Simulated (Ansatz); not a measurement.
Space group P4/nmm:1 (No. 129). a = 4.321 Å, b = 4.321 Å, c = 8.888 Å, α = 90.00°, β = 90.00°, γ = 90.00°
```csv
atom,site,symmetry,x,y,z
Sr,2c,4mm,0.0000,0.5000,0.6675
Sn,2c,4mm,0.5000,0.0000,0.9480
P,2c,4mm,0.0000,0.5000,0.3287
```

Equation of state of this SrSnP structure (not necessarily the ground state), with shape and atoms relaxed at each volume where symmetry leaves them free. It has no gap at any of these volumes. All numbers below come from DFT PBEsol, scalar-relativistic, plane waves, PAW (Ansatz).

Plane waves to 420 eV, a k mesh through Γ of 8×8×4 on the computed 6-atom cell and Gaussian smearing (0.10 eV); no spin polarisation.

```json
{"V (Å³/atom)": "24.342", "E − E(largest V) (meV/atom)": "37.27", "P (GPa)": "7.60"}
{"V (Å³/atom)": "25.171", "E − E(largest V) (meV/atom)": "4.19", "P (GPa)": "5.25"}
{"V (Å³/atom)": "26.001", "E − E(largest V) (meV/atom)": "-17.60", "P (GPa)": "3.22"}
{"V (Å³/atom)": "26.831", "E − E(largest V) (meV/atom)": "-29.69", "P (GPa)": "1.49"}
{"V (Å³/atom)": "27.661", "E − E(largest V) (meV/atom)": "-33.45", "P (GPa)": "0.00"}
{"V (Å³/atom)": "28.491", "E − E(largest V) (meV/atom)": "-30.07", "P (GPa)": "-1.27"}
{"V (Å³/atom)": "29.321", "E − E(largest V) (meV/atom)": "-20.59", "P (GPa)": "-2.36"}
{"V (Å³/atom)": "30.427", "E − E(largest V) (meV/atom)": "0.00", "P (GPa)": "-3.56"}
```

Task: Fit a third-order Birch–Murnaghan equation to E(V).

Result: V0 = 27.66 Å³/atom, B0 = 46 GPa, B0' = 4.1.